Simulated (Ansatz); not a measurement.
Ta3N5:
```
Ta3N5
1.0
    1.93666    -5.12908     0.00000
    1.93666     5.12908     0.00000
    0.00000     0.00000    10.29420
Ta N
6 10
Cartesian
  1.93666   3.11133   2.57355
  1.93666  -3.11133   7.72065
  1.93666  -3.76034   4.52959
  1.93666   3.76034   5.76461
  1.93666   3.76034   9.67669
  1.93666  -3.76034   0.61751
  1.93666   4.64698   3.92485
  1.93666  -4.64698   6.36935
  1.93666  -4.64698   9.07196
  1.93666   4.64698   1.22225
  1.93666  -1.97040   5.90948
  1.93666   1.97040   4.38473
  1.93666   1.97040   0.76237
  1.93666  -1.97040   9.53183
  1.93666   2.69728   7.72065
  1.93666  -2.69728   2.57355
```

Relaxed with r²SCAN. Special points in fractions of this cell's reciprocal vectors: Γ (0.000, 0.000, 0.000); Y (-0.500, 0.500, 0.000); C0 (-0.286, 0.714, 0.000); Σ0 (0.286, 0.286, 0.000); Z (0.000, 0.000, 0.500); A0 (0.286, 0.286, 0.500); E0 (-0.286, 0.714, 0.500); T (-0.500, 0.500, 0.500); S (0.000, 0.500, 0.000); R (0.000, 0.500, 0.500).

Task: List the band energies nearest the valence-band maximum at these points for DFT-r²SCAN in the program Ansatz with PAW potentials.

Result: In eV from the valence-band maximum; about four levels below and three above (degenerate sets whole), none deeper than 8.9 eV; points with the same levels are listed once.

```csv
k,below,above
Γ,-0.86 -0.58 -0.31 -0.08,1.82 2.05 2.48
Y,-1.03 -0.99 -0.92 -0.33,1.60 2.21 2.67
C0,-1.50 -1.18 -0.94 -0.53,2.16 2.64 2.77
Z,-0.78 -0.78 -0.56 -0.56,1.95 1.95 2.83 2.83
A0,-1.22 -1.22 -1.01 -1.01,2.70 2.70 3.03 3.03
T,-1.27 -1.27 -0.62 -0.62,1.93 1.93 2.99 2.99
S,-1.14 -1.10 -0.62 -0.45,2.11 2.12 3.01
R,-0.82 -0.82 -0.57 -0.57,2.30 2.30 3.02 3.02
```

Space group Cmcm. The first step of the workflow began from a Materials Project structure, measured or hypothetical; the Crystallography Open Database files this formula in space group No. 63, but the cells were not matched. Its standing as an ambient phase is unchecked. Symmetry was held in the r²SCAN relaxation; whether a distortion lowers the energy is not shown. The run is not spin-polarised. Scalar-relativistic: spin–orbit coupling is off unless named, which matters more the heavier the elements.

Potentials: the earlier of the program's two PAW sets.
